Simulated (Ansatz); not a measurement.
Ge in space group Fd-3m (No. 227; Ge on 8b, Ge on 32e, Ge on 96g) is relaxed with the program Ansatz at the r²SCAN+D4 level (PAW). What lattice parameters of the conventional cell result?

a = 15.203 Å.

Give the free coordinates with the occupied sites.

In one choice of origin and axes:

| atom | site | symmetry | x | y | z |
|---|---|---|---|---|---|
| Ge | 8b | -43m | 0.5000 | 0.5000 | 0.5000 |
| Ge | 32e | .3m | 0.4080 | 0.4080 | 0.4080 |
| Ge | 96g | ..m | 0.0576 | 0.0576 | 0.2546 |

Is it a metal or does it have a gap at this level?

A gap of 1.10 eV, direct.

The workflow started from a Materials Project entry (that database holds measured and hypothetical structures alike). Its sites differ from those of the usual phase in this space group: another stacking or structure type. Symmetry was held in the r²SCAN+D4 relaxation; its stability against distortions is not shown here. Scalar-relativistic: spin–orbit coupling is off unless named, which matters more the heavier the elements.

Potentials: the later of the program's two PAW sets.
